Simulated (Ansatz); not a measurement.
SiGe:
```xyz
4
Lattice="1.9605 1.1319 6.3918 -1.9605 1.1319 6.3918 0.0000 -2.2638 6.3918" Properties=species:S:1:pos:R:3 pbc="T T T"
Si     0.0000     0.0000    18.0030
Si     0.0000     0.0000     1.1725
Ge     0.0000     0.0000     8.3591
Ge     0.0000     0.0000    10.8164
```

Relaxed with PBEsol. Special points in fractions of this cell's reciprocal vectors: Γ (0.000, 0.000, 0.000); T (0.500, 0.500, 0.500); H2 (0.812, 0.188, 0.500); H0 (0.500, -0.188, 0.188); L (0.500, 0.000, 0.000); S0 (0.344, -0.344, 0.000); S2 (0.656, 0.000, 0.344); F (0.500, 0.000, 0.500).

**Question.** List the band energies nearest the valence-band maximum at these points for PBEsol with spin–orbit coupling in the plane-wave PAW code Ansatz.

**Answer.** In eV from the valence-band maximum; about four levels below and three above (degenerate sets whole), none deeper than 8.9 eV; points with the same levels are listed once.

| k | below | above |
|---|---|---|
| Γ | -0.03 -0.03 0.00 0.00 | 0.82 0.82 1.58 1.58 |
| T | -0.85 -0.85 -0.82 -0.82 | 1.23 1.23 1.29 1.29 |
| H2 | -2.57 -2.57 -2.41 -2.41 | 1.40 1.40 2.01 2.01 |
| L | -2.42 -2.42 -2.34 -2.34 | 1.33 1.33 1.39 1.39 |
| S0 | -2.76 -2.76 -2.35 -2.35 | 1.25 1.25 3.18 3.18 |
| F | -1.42 -1.42 -1.30 -1.30 | 0.27 0.27 0.61 0.61 |

Space group R-3m. The start of the workflow was typed in or built on a structure type; neither database checked (COD, Materials Project) lists it. Whether it is the stable phase at ambient conditions was not checked. Symmetry was held in the PBEsol relaxation; its stability against distortions is not shown here.

Potentials: the later of the program's two PAW sets.
